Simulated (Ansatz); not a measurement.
NiO (rock salt)

```xyz
2
Lattice="0.0000 2.0943 2.0943 2.0943 0.0000 2.0943 2.0943 2.0943 0.0000" Properties=species:S:1:pos:R:3 pbc="T T T"
O      0.0000     0.0000     0.0000
Ni     2.0943     2.0943     2.0943
```

Grid over V/V₀ and (c/a)/(c/a)₀, subscript 0 meaning the relaxed cell; the conventional c axis lies along z; no internal relaxation.

Method: r2SCAN (plane waves to 500 eV, PAW, scalar-relativistic; Ansatz, a quantum-chemistry and plane-wave program). k mesh 13×13×13 (Γ-centred), Fermi-Dirac smearing 0.05 eV. Compression counts positive. NiO is run spin-polarised and with no Hubbard U; the real compound is an antiferromagnetic insulator, a state that this run doesn't describe. NiO was relaxed with its symmetry unable to fall. Relaxed NiO ends ferromagnetic. Other magnetic orders were not checked, so this need not be the ground state.

At one point of the scan the stress tensor (GPa) is:

```
  -15.6      0.0      0.0
    0.0    -15.6      0.0
    0.0      0.0     -8.9
```

**Question.** Which point is it?
(A) V/V₀ = 1.080, (c/a)/(c/a)₀ = 0.960
(B) V/V₀ = 1.040, (c/a)/(c/a)₀ = 1.020
(C) V/V₀ = 1.040, (c/a)/(c/a)₀ = 1.040
(D) V/V₀ = 1.040, (c/a)/(c/a)₀ = 0.980

**Answer.** A, V/V₀ = 1.080, (c/a)/(c/a)₀ = 0.960

(Under strain, the slope of the energy per volume gives the stress and its curvature an elastic modulus.)
